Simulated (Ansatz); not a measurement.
A relaxed cell of Mg2Ge2N is given with its symmetry left out. The cell was found from a structure generator's guess, not taken from experiment.

Method: DFT PBE, scalar-relativistic, plane waves, PAW in Ansatz 0.2.0. Cutoff 420 eV, Γ-centred mesh, Gaussian smearing, no spin polarisation.

```cif
data_structure
_symmetry_space_group_name_H-M 'P 1'
_symmetry_Int_Tables_number 1
_cell_length_a 4.0658
_cell_length_b 4.0658
_cell_length_c 6.6761
_cell_angle_alpha 90.000
_cell_angle_beta 90.000
_cell_angle_gamma 90.000
_cell_volume 110.36
loop_
_atom_site_label
_atom_site_type_symbol
_atom_site_fract_x
_atom_site_fract_y
_atom_site_fract_z
_atom_site_occupancy
Mg1 Mg 0.50000 0.00000 0.50000 1
Mg2 Mg 0.00000 0.50000 0.50000 1
Ge1 Ge 0.00000 0.00000 0.17423 1
Ge2 Ge 0.00000 0.00000 0.82577 1
N1 N 0.50000 0.50000 0.50000 1
```

Energies over the elements count from the elements' standard structures at the same level (N₂ as a molecule), with no fitted energy shifts.

(1) What space group does it have?

(2) How far does it lie from the elements in energy?

(3) Is it a metal?

Answers

(1) P4/mmm (No. 123). Conventional cell: a = 4.066 Å, c = 6.676 Å. Around Mg lie 2 N at 2.03 Å, 4 Mg at 2.87 Å and 4 Ge at 2.98 Å; Ge has 1 Ge at 2.33 Å; around N lie 4 Mg at 2.03 Å.

(2) +0.29 eV/atom. The separate elements lie lower, so it is unstable against them.

(3) Yes, bands cross the Fermi level on the 10×10×6 mesh.

The last run used a 10×10×6 mesh (in the run's order of axes) for its 5-atom cell and Gaussian smearing of 0.10 eV. A structure relaxed within its symmetry needn't be a true minimum. Another cell of Mg2Ge2N relaxed alike, in P-3m1, lies 0.57 eV/atom lower, so this cell isn't the stable form at this level.
